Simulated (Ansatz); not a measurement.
## KRb2IrN6: settings compared (Ansatz)

Run with:

```bash
ansatz run input.yaml --threads 1 --pin off --max-ram 2560MiB --backend cpu --events-out ev --progress --plain --runs-dir out
```

input.yaml:

```yaml
crystal:
  lattice:
    - [0.0, 4.405005, 4.405005]
    - [4.405005, 0.0, 4.405005]
    - [4.405005, 4.405005, 0.0]
  atoms:
    - { symbol: K, position: [0.5, 0.5, 0.5] }
    - { symbol: "N", position: [0.776, 0.224, 0.224] }
    - { symbol: "N", position: [0.224, 0.776, 0.224] }
    - { symbol: "N", position: [0.224, 0.776, 0.776] }
    - { symbol: "N", position: [0.776, 0.224, 0.776] }
    - { symbol: "N", position: [0.224, 0.224, 0.776] }
    - { symbol: "N", position: [0.776, 0.776, 0.224] }
    - { symbol: Ir, position: [0.0, 0.0, 0.0] }
    - { symbol: Rb, position: [0.25, 0.25, 0.25] }
    - { symbol: Rb, position: [0.75, 0.75, 0.75] }
  symmetry: { tolerance: 0.0003 }
kpoints:
  mp_grid: { grid: [4, 4, 4], shift: [0, 0, 0] }
magnetization:
  spin_polarized: false
scf:
  occupations: { method: fermi_dirac, width: 0.0184 }
hamiltonian:
  pseudopotentials: { kind: paw }
  xc: r2scan
basis:
  ecutwfc: 500
output:
  forces: true
  stress: true
  eigenvalues: true
  write_density: true
  write_potential: true
  elf: true
  volumetric_format: npy
```

Origin of the cell: a known structure type with other elements, at an estimated volume, so it need not be a known compound.

Output of this run (shortened):

```
Pseudopotentials: kind: paw
Pseudopotential: K, paw, valence charge 9, recommended cutoff 500 eV (meta_gga), K.paw.azcp
Pseudopotential: N, paw, valence charge 5, recommended cutoff 500 eV (meta_gga), N.paw.azcp
Pseudopotential: Ir, paw, valence charge 17, recommended cutoff 500 eV (meta_gga), Ir.paw.azcp
Pseudopotential: Rb, paw, valence charge 9, recommended cutoff 500 eV (meta_gga), Rb.paw.azcp
Functional definition: r2SCAN
  exchange = r2scan_x(k0 = k0, k1 = k1, a1 = a1)
  correlation = r2scan_c
Crystal: 10 atoms, lattice volume = 170.950 Å³
Basis set: ecut = 500 eV, 4285 PW (Γ), exchange–correlation on 192×192×192 points (64 copies of the dense FFT grid, shifted against one another)
Bands: 47, of which v1, the nominal top of the filled ones, is band 37 counted from 1 (36 counted from 0)
[… 15 lines left out …]
Initial density: superposition of atomic densities (neutral atoms: chi_scale 0, normalization atom), corrected by the library's trained network
Functional: x = r2scan, c = r2scan; τ floored in thin density (d = 2e-4 eV/Å³)
SCF iter   1: F=—  HF=-22339.812746 eV  Δρ=1.63e-2  dr2=2.14e-1  dr2_τ=2.07e-1
SCF iter   2: F=—  HF=-22339.884034 eV  Δρ=8.49e-3  dr2=9.33e-2  dr2_τ=1.51e-2  defer=18
SCF iter   3: F=—  HF=-22339.875111 eV  Δρ=5.16e-3  dr2=4.24e-2  dr2_τ=8.00e-3  defer=18
SCF iter   4: F=—  HF=-22339.867381 eV  Δρ=1.03e-3  dr2=3.33e-3  dr2_τ=1.11e-4  defer=18
SCF iter   5: F=—  HF=-22339.866952 eV  Δρ=4.82e-4  dr2=1.19e-3  dr2_τ=3.56e-5  defer=18
SCF iter   6: F=—  HF=-22339.866624 eV  Δρ=1.56e-4  dr2=2.32e-5  dr2_τ=1.42e-6  defer=18
SCF iter   7: F=—  HF=-22339.866446 eV  Δρ=1.82e-5  dr2=7.63e-7  dr2_τ=4.88e-8  defer=18
SCF iter   8: F=—  HF=-22339.866447 eV  Δρ=6.06e-6  dr2=1.30e-7  dr2_τ=5.95e-9
SCF iter   9: F=-22339.866447 eV  HF=-22339.866447 eV  Δρ=1.40e-6  dr2=7.03e-9  dr2_τ=2.64e-10
SCF 1 converged in 9 iterations: F = -22339.866447 eV  dr2 = 7.03e-9
SCF converged after 9 iterations
Free energy (F): -22339.866447 eV
Harris-Foulkes:  -22339.866447 eV  (|F-HF|=2.72e-9)
Internal energy: -22339.850071 eV  (E = F + TS)
E sigma→0 (E₀):  -22339.858259 eV
Entropy (-TS):   -0.016376 eV (-1.638 meV/atom)
Fermi energy:    5.820982 eV
--- Per-component energies (eV) ---
  E_band       = -671.465744
  E_kinetic    = 2002.579216
  E_local      = -5436.700421  (includes V_loc(G=0)·N_el)
  E_nonlocal   = 705.110562
  E_hartree    = 1866.117305
  E_xc         = -981.252167
  E_vxc        = -1309.350873  (∫ρ·V_xc dr)
  E_paw        = -16069.844048  (= ΣΔE_a)
  E_vpaw       = -443.559034  (= ΣTr[D̂ρ^β])
  E_aug_tail   = 0.000111  (compensation charges beyond the density's cutoff)
  E_vtau       = 78.217287  (kinetic-family band-sum trace: ∫τ·v_τ [+ j·A + Jᵃ·Aᵃ] dr)
  E_ewald      = -4424.876307
  E_core_change = -0.984321  (= ΣΔE_core)
  E_smearing   = -0.016376  (= −TS)
  Σ components = -22339.866447   (vs F -22339.866447, Δ=0.00e0)
--- Forces (eV/Å), atoms counted from 1 ---
  atom   1  K      0.000000     0.000000     0.000000
[… 4 lines left out …]
  atom   6  N      0.000000    -0.000000    -3.136173
  atom   7  N     -0.000000     0.000000     3.136173
  atom   8  Ir     0.000000    -0.000000    -0.000000
  atom   9  Rb    -0.000000     0.000000    -0.000000
  atom  10  Rb     0.000000    -0.000000    -0.000000
  max |Σ_I F_I| component: 1.34e-15 eV/Å
--- Stress (GPa, compression-positive) ---
       -1.272822      -0.000000      -0.000000
        0.000000      -1.272822      -0.000000
       -0.000000       0.000000      -1.272822
  P = ⅓ Tr σ = -1.2728 GPa (-12.728 kbar)
```

The same input was run again with these changes:

1. `scf.lower_state_search` default → standard
2. `hamiltonian.hubbard` default → { sites: [{ species: Ir, l: d, u_eff: 4.0 }], double_counting: fll }
3. `accuracy` default → high; `kpoints.mp_grid.shift` [0, 0, 0] → [0.5, 0.5, 0.5]
4. `scf.convergence.dr2_threshold` default → 0.0001; typed moments: none

```csv
run,end,SCF iterations,P (GPa),max force component (eV/Å),moment (μB),ΔE(σ→0) (meV/atom)
base,converged,9,-1.27,3.136,–,0
1,converged,9,-1.27,3.136,–,0.00
2,converged,11,-0.80,2.895,–,–
3,converged,10,-1.39,3.003,–,-1.72
4,converged,7,-1.27,3.136,–,0.00
```

Energies are compared only where functional, datasets, charge and starting cell are the same.

Caveats of the base run: no moments, though an odd count or open d shells may carry them; no spin-orbit coupling, though heavy elements are present; the k mesh is coarse if the cell is a metal.

Run 3: the k mesh keeps only part of the crystal's symmetry.
Run 4: the SCF threshold is loose for forces.

The base run ran for 14 s on 1 thread of Arm Neoverse V2 (shared host), peak memory 0.92 GiB, from the program's own first density.
